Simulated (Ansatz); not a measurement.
In PBEsol (plane waves, PAW; program Ansatz), TaAl in the rock salt structure (Fm-3m) relaxes to a = 5.231 Å. Al has 6 nearest neighbours from 2.62 Å (octahedral). Its formation energy from the elements is 0.54 eV/atom, with no fitted shifts.

Electronic character: metallic (no gap). Gap from PBEsol with spin–orbit coupling: none (metallic).

The bulk modulus is 130 GPa. The relaxed-ion elastic constants in GPa are C11 = 352, C12 = 19.4, C44 = -4.4. The highest mode at Γ lies at 381 cm⁻¹.

The start of the workflow was typed in or built on a structure type; neither database checked (COD, Materials Project) lists it. Its standing as an ambient phase is unchecked. The cell was relaxed with PBEsol under the symmetry of its start. At this level the phase is mechanically unstable. The run is not spin-polarised. Its formation energy is positive at this level, so the cell may be metastable or incomplete. As this level gives no gap, shear constants depend on the k-mesh and smearing (Fermi–Dirac, 0.1 eV here). As this level gives no gap, phonon frequencies hold no LO–TO term and depend on the k-mesh and smearing (Fermi–Dirac, 0.1 eV here). The references are the lowest solids computed at this level, not always the standard phases. Scalar-relativistic: spin–orbit coupling is off unless named, which matters more the heavier the elements.

Potentials: the earlier of the program's two PAW sets. The files were generated under PBE; for other functionals the program regenerates the frozen cores, and for LDA and PBEsol the local potential too.
